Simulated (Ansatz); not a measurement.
Profile along the N–Ga line in GaN (zinc blende)

GaN (zinc blende)

Space group F-43m (No. 216); a = 4.549 Å, b = 4.549 Å, c = 4.549 Å, α = 90.00°, β = 90.00°, γ = 90.00°

| atom | site | symmetry | x | y | z |
|---|---|---|---|---|---|
| N | 4c | -43m | 0.2500 | 0.2500 | 0.2500 |
| Ga | 4a | -43m | 0.0000 | 0.0000 | 0.0000 |
(The calculation used a cell of 2 atoms; values per cell refer to that cell.)

Fields along a shortest N–Ga line of a {110} plane (1.97 Å), from N to Ga, interpolated on the slice's grid (step about 0.2 Å). Level of theory: PBE (plane waves to 420 eV, PAW, scalar-relativistic; Ansatz, a program for electronic structure). k mesh 12×12×12. Near the nuclei the fields are pseudised (PAW); where an atom keeps semicore shells as valence, they peak there. GaN was relaxed with its symmetry unable to fall. The PAW data are Ansatz's earlier set.

```tsv
distance from N (Å)	valence electron density (e/Å³)	electron localisation function	density of the highest valence band (e/Å³)	density of the lowest conduction band (e/Å³)
0.00	3.30	x	0.004	0.493
0.10	3.37	x	0.083	0.501
0.20	3.47	x	0.255	0.504
0.30	3.43	x	0.420	0.475
0.39	3.06	x	0.510	0.404
0.49	2.44	0.78	0.505	0.304
0.59	1.80	0.84	0.431	0.200
0.69	1.33	0.85	0.337	0.114
0.79	1.02	0.80	0.252	0.059
0.89	0.82	0.65	0.185	0.032
0.98	0.71	0.47	0.134	0.026
1.08	0.69	0.33	0.093	0.034
1.18	0.80	0.25	0.060	0.050
1.28	1.16	0.18	0.034	0.068
1.38	2.14	0.12	0.016	0.084
1.48	4.62	0.06	0.006	0.094
1.58	10.17	x	0.003	0.100
1.67	20.13	x	0.002	0.103
1.77	33.60	x	0.002	0.103
1.87	46.13	x	0.002	0.103
1.97	46.53	x	0.002	0.103
```

x: too close to a nucleus for the ELF to mean much. Band densities are of whole bands, smooth part only.

Density on the N–Ga line (1.97 Å) at its density minimum, 1.0 Å from N: 0.68 e/Å³. ELF at that point: 0.4. Character of the N–Ga contact (rough rule: ELF there above 0.7 covalent, below 0.2 ionic, polar between): polar, between covalent and ionic.
